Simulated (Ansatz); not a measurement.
Trial structure of Ta3P4, not yet relaxed:

```
Ta P
1.0
     3.60624    0.00000    0.00000
     0.00000    3.60624    0.00000
     0.00000    0.00000   10.20000
Ta P
3 4
Direct
  0.00000 0.00000 0.75000
  0.50000 0.50000 0.50000
  0.00000 0.00000 0.25000
  0.00000 0.00000 0.50000
  0.50000 0.50000 0.25000
  0.00000 0.00000 0.00000
  0.50000 0.50000 0.75000
```

Theory: DFT PBE, scalar-relativistic, plane waves, PAW in Ansatz. Settings: cutoff 420 eV, Γ-centred mesh 6×6×2 on the computed 7-atom cell, Gaussian smearing of 0.10 eV; no spin polarisation.

Formation energies are uncorrected and refer to the elements' standard structures at the same level. The references include black phosphorus.

Task: How far from equilibrium is it?

Result: The pressure is -6.3 GPa (the mean over three directions, positive in compression), the largest force is 0.63 eV/Å, and the energy is −0.28 eV/atom against the elements. The shortest distance is 2.55 Å.

Task: Is it a good guess?

Result: A good one: relaxing gains under 0.1 eV/atom (the start's value is from the coarse mesh, so the gain is rough) in 10 ionic steps and ends at −0.34 eV/atom on the finer mesh. The symmetry stays P4/mmm (No. 123). The volume per atom shrinks by 6.1 %, from 19.0 to 17.8 Å³. The shortest distance goes from 2.55 Å (Ta–P) to 2.40 Å (Ta–P). Conventional cell: a = 3.556 Å, c = 9.849 Å. Ta on a site of symmetry 4mm has 6 P at 2.40–2.53 Å; Ta on a site of symmetry 4/mmm is surrounded by 6 P at 2.51–2.64 Å; around P on a site of symmetry 4/mmm lie 6 Ta at 2.51–2.53 Å; 2 more sites not described.

The last run used a 10×10×4 mesh (in the run's order of axes) for its 7-atom cell and Gaussian smearing of 0.10 eV. Spin–orbit coupling, which can matter for Ta, is left out. The cell is a metal run without spin; a magnetic state may lie lower. The reference form of P is held partly by dispersion forces, which this level lacks. The relaxation can't lower the symmetry of the start, and the grade says only how near the guess is to its own end. A later test with randomly moved atoms led to a structure 314 meV/atom lower, so this end is a saddle point or a shallow minimum.
